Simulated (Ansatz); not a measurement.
A relaxed structure of Sb. Calculation: r2SCAN (plane waves to 500 eV, PAW, scalar-relativistic; Ansatz, a program for electronic structure).

```xyz
2
Lattice="2.1705 1.2531 3.8707 -2.1705 1.2531 3.8707 0.0000 -2.5063 3.8707" Properties=species:S:1:pos:R:3 pbc="T T T"
Sb     0.0000     0.0000     2.6869
Sb     0.0000     0.0000     8.9253
```

Task: Find the space group and the Wyckoff positions (tolerance 0.01 Å).

Result: Space group R-3m, hexagonal axes (No. 166); a = b = 4.3410 Å, c = 11.6122 Å, α = β = 90.00°, γ = 120.00°

```tsv
atom	site	symmetry	x	y	z
Sb	6c	3m	0.0000	0.0000	0.2314
```

This is the AFLOW prototype A_hR2_166_c (A7, as in As).

Task: Give the shortest distances between elements (the closest pairs, up to four, under 3.6 Å).

Result: Sb–Sb 2.92 Å.

| Item | Value |
|---|---|
| Volume per atom | 31.58 Å³ |
| Band gap | no gap (metallic) |

No spin polarisation in the result.

The run could not lose the symmetry of its start; a randomly shaken copy of 2 atoms returns to this structure.
